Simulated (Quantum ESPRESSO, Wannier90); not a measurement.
# Wannierisation of InAs (wurtzite)

Structure: Materials Project mp-1007652, symmetrised, not relaxed again. Not found in the COD (Crystallography Open Database) copy used, which has the formula in other groups; not checked further. Method: LDA plane waves in Quantum ESPRESSO 7.5 (PseudoDojo norm-conserving files, 64 Ry, no spin polarisation, no spin-orbit coupling), Bloch states on a 6×6×4 mesh through Γ, Wannier90 4.0.1. Density: 12×12×6 mesh, cold smearing 0.01 Ry. Spin-orbit coupling is left out although heavy elements are present.

On the energy scale of pw.x, whose zero is arbitrary, the Fermi level lies at 7.40 eV.

Input w.win:

```
num_bands = 23
num_wann = 16
exclude_bands = 1-20,44-46
num_iter = 800
conv_tol = 1.0e-6
conv_window = 4
dis_num_iter = 1000
dis_conv_tol = 1.0e-6
dis_froz_max = 8.90
write_hr = true
write_u_matrices = true
begin projections
In: s;p
As: s;p
end projections
begin unit_cell_cart
ang
    4.3114000321    0.0000000000    0.0000000000
   -2.1557000160    3.7337819537    0.0000000000
    0.0000000000    0.0000000000    7.0887900000
end unit_cell_cart
begin atoms_frac
In  -0.3333333333  0.3333333333 -0.4994100000
In   0.3333333333 -0.3333333333  0.0005900000
As  -0.3333333333  0.3333333333 -0.1250900000
As   0.3333333333 -0.3333333333  0.3749100000
end atoms_frac
mp_grid = 6 6 4
begin kpoints
0.0000000000 0.0000000000 0.0000000000
0.0000000000 0.0000000000 0.2500000000
0.0000000000 0.0000000000 0.5000000000
... (141 more lines: the 6x6x4 mesh through Gamma)
end kpoints
```

Input of pw2wannier90.x that gives the overlap and projection files (equivalent; here they were cut from one run over all bands):

```
&inputpp
  outdir = './out'
  prefix = 'pwscf'
  seedname = 'w'
  write_amn = .true.
  write_mmn = .true.
/
```

Output w.wout (banner and timings cut):

```
                                    ------
                                    SYSTEM
                                    ------

                              Lattice Vectors (Ang)
                    a_1     4.311400   0.000000   0.000000
                    a_2    -2.155700   3.733782   0.000000
                    a_3     0.000000   0.000000   7.088790

                   Unit Cell Volume:     114.11412  (Ang^3)

                        Reciprocal-Space Vectors (Ang^-1)
                    b_1     1.457342   0.841397  -0.000000
                    b_2     0.000000   1.682794   0.000000
                    b_3     0.000000  -0.000000   0.886355

 *----------------------------------------------------------------------------*
 |   Site       Fractional Coordinate          Cartesian Coordinate (Ang)     |
 +----------------------------------------------------------------------------+
 | in   1  -0.33333   0.33333  -0.49941   |   -2.15570   1.24459  -3.54021    |
 | in   2   0.33333  -0.33333   0.00059   |    2.15570  -1.24459   0.00418    |
 | as   1  -0.33333   0.33333  -0.12509   |   -2.15570   1.24459  -0.88674    |
 | as   2   0.33333  -0.33333   0.37491   |    2.15570  -1.24459   2.65766    |
 *----------------------------------------------------------------------------*
                                ------------
                                K-POINT GRID
                                ------------

             Grid size =  6 x  6 x  4      Total points =  144

 *---------------------------------- MAIN ------------------------------------*
 |  Number of Wannier Functions               :                16             |
 |  Number of Objective Wannier Functions     :                16             |
 |  Number of input Bloch states              :                23             |
 |  Output verbosity (1=low, 5=high)          :                 1             |
 |  Timing Level (1=low, 5=high)              :                 1             |
 |  Optimisation (0=memory, 3=speed)          :                 3             |
 |  Length Unit                               :               Ang             |
 |  Post-processing setup (write *.nnkp)      :                 F             |
 |  Using Gamma-only branch of algorithms     :                 F             |
 *----------------------------------------------------------------------------*
 *------------------------------- WANNIERISE ---------------------------------*
 |  Total number of iterations                :               800             |
 |  Number of CG steps before reset           :                 5             |
 |  Trial step length for line search         :             2.000             |
 |  Convergence tolerence                     :         0.100E-05             |
 |  Convergence window                        :                 4             |
 |  Iterations between writing output         :                 1             |
 |  Iterations between backing up to disk     :               100             |
 |  Write r^2_nm to file                      :                 F             |
 |  Write xyz WF centres to file              :                 F             |
 |  Write on-site energies <0n|H|0n> to file  :                 F             |
 |  Use guiding centre to control phases      :                 F             |
 |  Use phases for initial projections        :                 F             |
 *----------------------------------------------------------------------------*
 *------------------------------- DISENTANGLE --------------------------------*
 |  Using band disentanglement                :                 T             |
 |  Total number of iterations                :              1000             |
 |  Mixing ratio                              :             0.500             |
 |  Convergence tolerence                     :         1.000E-06             |
 |  Convergence window                        :                 3             |
 *----------------------------------------------------------------------------*
 *-------------------------------- PLOTTING ----------------------------------*
 |  Plotting Hamiltonian in WF basis          :                 T             |
 *----------------------------------------------------------------------------*

       ... (k-mesh section left out)

 Starting a new Wannier90 calculation ...

 Reading overlaps from w.mmn

 Reading projections from w.amn

 *------------------------------- DISENTANGLE --------------------------------*
 +----------------------------------------------------------------------------+
 |                              Energy  Windows                               |
 |                              ---------------                               |
 |                   Outer:   -4.38890  to   20.47709  (eV)                   |
 |                   Inner:   -4.38890  to    8.90000  (eV)                   |
 +----------------------------------------------------------------------------+
   Number of target bands to extract:   16

                   Unitarised projection of Wannier functions
                   ------------------------------------------
   A_mn = <psi_m|g_n> --> S = A.A^+ --> U = S^-1/2.A
   In dis_project... done
   Using an inner window (linner = T)
   In dis_proj_froz... done

                   Extraction of optimally-connected subspace
                   ------------------------------------------
 +---------------------------------------------------------------------+<-- DIS
 |  Iter     Omega_I(i-1)      Omega_I(i)      Delta (frac.)           |<-- DIS
 +---------------------------------------------------------------------+<-- DIS
       1      39.72616283      34.60557035       1.480E-01    <-- DIS
       2      36.25477471      33.09096541       9.561E-02    <-- DIS
       3      34.39186475      32.09032607       7.172E-02    <-- DIS
       4      33.02585949      31.37019409       5.278E-02    <-- DIS
       5      32.03125230      30.83784023       3.870E-02    <-- DIS
       6      31.30374953      30.43723010       2.847E-02    <-- DIS
       ... (lines left out)
     101      28.82498752      28.82491788       2.416E-06    <-- DIS
       ... (lines left out)
     121      28.82483700      28.82480898       9.719E-07    <-- DIS
     122      28.82483363      28.82480679       9.314E-07    <-- DIS
     123      28.82483048      28.82480475       8.927E-07    <-- DIS

             <<<      Delta < 1.000E-06  over  3 iterations     >>>
             <<< Disentanglement convergence criteria satisfied >>>

        Final Omega_I    28.82480475 (Ang^2)

 +----------------------------------------------------------------------------+

 Writing checkpoint file w.chk... done

 *------------------------------- WANNIERISE ---------------------------------*
 +--------------------------------------------------------------------+<-- CONV
 | Iter  Delta Spread     RMS Gradient      Spread (Ang^2)            |<-- CONV
 +--------------------------------------------------------------------+<-- CONV

 ------------------------------------------------------------------------------
 Initial State
  WF centre and spread    1  ( -2.155957,  1.244745, -3.546353 )     2.30549200
  WF centre and spread    2  ( -2.157929,  1.246425, -3.888361 )     3.52228616
  WF centre and spread    3  ( -2.154130,  1.040611, -3.423966 )     3.51049885
  WF centre and spread    4  ( -2.156733,  1.451953, -3.424878 )     3.51019960
  WF centre and spread    5  (  2.154736, -1.244046, -0.000838 )     2.32571038
  WF centre and spread    6  (  2.153096, -1.242622, -0.377480 )     3.58152401
  WF centre and spread    7  (  2.158179, -1.046401,  0.145209 )     3.53633174
  WF centre and spread    8  (  2.155702, -1.448281,  0.146351 )     3.53799497
  WF centre and spread    9  ( -2.155620,  1.244554, -0.881955 )     1.62071141
  WF centre and spread   10  ( -2.155668,  1.244564, -0.787364 )     2.21402120
  WF centre and spread   11  ( -2.155792,  1.131701, -0.940125 )     2.17298065
  WF centre and spread   12  ( -2.155263,  1.358931, -0.940045 )     2.17550459
  WF centre and spread   13  (  2.155726, -1.244607,  2.661355 )     1.62297518
  WF centre and spread   14  (  2.155836, -1.244686,  2.755552 )     2.24582903
  WF centre and spread   15  (  2.156177, -1.134598,  2.604895 )     2.15069767
  WF centre and spread   16  (  2.156441, -1.356735,  2.605102 )     2.14796339
  Sum of centres and spreads ( -0.001198,  0.001509, -7.292901 )    42.18072083

      0     0.422E+02     0.0000000000       42.1807207919  <-- CONV
        O_D=      0.1528797 O_OD=     13.2030364 O_TOT=     42.1807208 <-- SPRD
 ------------------------------------------------------------------------------
      1    -0.311E+00     0.6261234009       41.8697315230  <-- CONV
        O_D=      0.1365847 O_OD=     12.9083421 O_TOT=     41.8697315 <-- SPRD
      2    -0.264E+00     0.5522590479       41.6059543398  <-- CONV
        O_D=      0.1478126 O_OD=     12.6333370 O_TOT=     41.6059543 <-- SPRD
      3    -0.193E+00     0.4927582159       41.4131374012  <-- CONV
        O_D=      0.1478513 O_OD=     12.4404813 O_TOT=     41.4131374 <-- SPRD
      4    -0.129E+00     0.4169123078       41.2845410846  <-- CONV
        O_D=      0.1470239 O_OD=     12.3127124 O_TOT=     41.2845411 <-- SPRD
      5    -0.105E+00     0.3620578955       41.1796599499  <-- CONV
        O_D=      0.1473905 O_OD=     12.2074647 O_TOT=     41.1796599 <-- SPRD
       ... (lines left out)
    100    -0.492E-02     0.0736744404       33.5053769345  <-- CONV
        O_D=      0.0737061 O_OD=      4.6068661 O_TOT=     33.5053769 <-- SPRD
       ... (lines left out)
    200    -0.101E-03     0.0110391888       32.8387670428  <-- CONV
        O_D=      0.0729162 O_OD=      3.9410461 O_TOT=     32.8387670 <-- SPRD
       ... (lines left out)
    273    -0.608E-06     0.0008276576       32.8373412371  <-- CONV
        O_D=      0.0728745 O_OD=      3.9396620 O_TOT=     32.8373412 <-- SPRD
    274    -0.627E-06     0.0008119317       32.8373406105  <-- CONV
        O_D=      0.0728721 O_OD=      3.9396637 O_TOT=     32.8373406 <-- SPRD
    275    -0.603E-06     0.0008272278       32.8373400076  <-- CONV
        O_D=      0.0728701 O_OD=      3.9396652 O_TOT=     32.8373400 <-- SPRD
             <<<     Delta < 1.000E-06  over  4 iterations     >>>
             <<< Wannierisation convergence criteria satisfied >>>
 Final State
  WF centre and spread    1  ( -2.899711,  0.817723, -3.269706 )     2.38913318
  WF centre and spread    2  ( -2.157228,  1.246088, -4.469065 )     2.38023397
  WF centre and spread    3  ( -1.410932,  0.813827, -3.269314 )     2.39341397
  WF centre and spread    4  ( -2.157183,  2.102345, -3.269331 )     2.38931613
  WF centre and spread    5  (  1.412188, -0.816025,  0.288738 )     2.41033408
  WF centre and spread    6  (  2.153621, -1.242889, -0.952026 )     2.40694140
  WF centre and spread    7  (  2.901048, -0.812685,  0.290944 )     2.41752107
  WF centre and spread    8  (  2.155262, -2.106072,  0.290600 )     2.41743582
  WF centre and spread    9  ( -1.637242,  0.945176, -1.092823 )     1.70310859
  WF centre and spread   10  ( -2.153695,  1.243758, -0.281752 )     1.71506892
  WF centre and spread   11  ( -2.675772,  0.944253, -1.089482 )     1.70007450
  WF centre and spread   12  ( -2.155730,  1.845029, -1.089906 )     1.70027644
  WF centre and spread   13  (  1.638278, -0.945430,  2.453700 )     1.69790879
  WF centre and spread   14  (  2.155876, -1.245136,  3.262738 )     1.72124931
  WF centre and spread   15  (  2.673720, -0.946745,  2.453694 )     1.69767639
  WF centre and spread   16  (  2.156359, -1.841795,  2.453002 )     1.69764749
  Sum of centres and spreads ( -0.001141,  0.001422, -7.289988 )    32.83734005

         Spreads (Ang^2)       Omega I      =    28.824804752
        ================       Omega D      =     0.072870089
                               Omega OD     =     3.939665167
    Final Spread (Ang^2)       Omega Total  =    32.837340008
```
